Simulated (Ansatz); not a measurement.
SrNbNO$_{2}$ in space group P4/mmm (No. 123; Sr on 1a, Nb on 1d, N on 1c, O on 2e) at seven volumes, DFT-PBEsol in the program Ansatz with PAW potentials, shape and atoms relaxed at each. One row is withheld.

```json
[
 {"V (Å³/atom)": "11.882", "P (GPa)": "22.60"},
 {"V (Å³/atom)": "12.274", "P (GPa)": "13.85"},
 {"V (Å³/atom)": "12.665", "P (GPa)": "6.37"},
 {"V (Å³/atom)": "13.057", "P (GPa)": "0.00"},
 {"V (Å³/atom)": "13.449", "P (GPa)": "-5.43"},
 {"V (Å³/atom)": "13.841", "P (GPa)": "?"},
 {"V (Å³/atom)": "14.232", "P (GPa)": "-13.95"}
]
```

Q: Fit the shown pressures and predict the withheld one.

A: Third-order Birch–Murnaghan: P = (3/2)B₀(x^(7/2) − x^(5/2))[1 + (3/4)(B′ − 4)(x − 1)] with x = (V₀/V)^(2/3). Least squares on the six rows gives V₀ = 13.057 Å³/atom, B₀ = 195.3 GPa, B′ = 4.34. At V = 13.841, x = 0.9619 and P = -10.04 GPa. The run itself gave -10.04 GPa.

The workflow started from a Materials Project entry (that database holds measured and hypothetical structures alike); the Crystallography Open Database copy checked does not list it. With N and O taken as one species the cell has the higher symmetry Pm-3m, so it may be an ordered model of a mixed-site phase. Whether it is the stable phase at ambient conditions was not checked. The PBEsol relaxation kept the symmetry of its start. At this level the phase is dynamically unstable (imaginary phonons). No spin polarisation was allowed.

Potentials: the later of the program's two PAW sets.
